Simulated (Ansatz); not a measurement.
Relaxed candidate structures of SrSi₂:

A. P4₁32 (No. 213), cP12; a = b = c = 6.491 Å, α = β = γ = 90.00°; Sr 4a (0.375, 0.375, 0.375); Si 8c (0.077, 0.077, 0.077)

B. I4₁/amd, origin choice 1 (No. 141), tI12; a = 4.3871 Å, b = 4.3871 Å, c = 13.7330 Å, α = 90.00°, β = 90.00°, γ = 90.00°; Sr 4b (0.000, 0.000, 0.500); Si 8e (0.000, 0.000, 0.085)

Question: Rank these by energy per atom (lowest first), as PBEsol (plane waves to 420 eV, PAW, scalar-relativistic; Ansatz, an electronic-structure program) gives it.

Answer: B (reference, the lowest among the structures calculated here), A (+0.02 eV/atom)

Each run could gain symmetry but not lose that of its start, so entries can be saddle points.  Energies are at zero temperature and pressure, without zero-point motion. Each cell has its own k-point mesh; energy differences are given only to the digits this allows. No spin polarisation in the result.
